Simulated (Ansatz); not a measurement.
Cu3Sb in space group P6/mmm (No. 191; Sb on 1a, Cu on 1b, Cu on 2c) under volume change, DFT-r²SCAN in the program Ansatz with PAW potentials, shape and atoms relaxed at each volume.

```tsv
V (Å³/atom)	E − E(relaxed) (meV/atom)	P (GPa)
19.328	43.7	8.00
19.965	(withheld)	(withheld)
20.602	4.2	2.21
21.239	0.0	0.00
21.876	(withheld)	(withheld)
22.513	14.2	-3.35
23.151	29.9	-4.50
```

**Question.** Fill in the missing entries.

**Answer.** 
- 19.965, E − E(relaxed) (meV/atom): 18.2
- 19.965, P (GPa): 4.88
- 21.876, E − E(relaxed) (meV/atom): 3.8
- 21.876, P (GPa): -1.85

**Question.** What does a third-order Birch–Murnaghan fit give for V₀, B₀ and B′?

**Answer.** V₀ = 21.24 Å³/atom, B₀ = 66.3 GPa, B′ = 5.3.

The start of the workflow was typed in or built on a structure type; neither database checked (COD, Materials Project) lists it. Whether it is the stable phase at ambient conditions was not checked. Symmetry was held in the r²SCAN relaxation; whether a distortion lowers the energy is not shown. No spin polarisation was allowed. Its formation energy is positive at this level, so the cell may be metastable or incomplete. Scalar-relativistic: spin–orbit coupling is off unless named, which matters more the heavier the elements.

Potentials: the earlier of the program's two PAW sets.
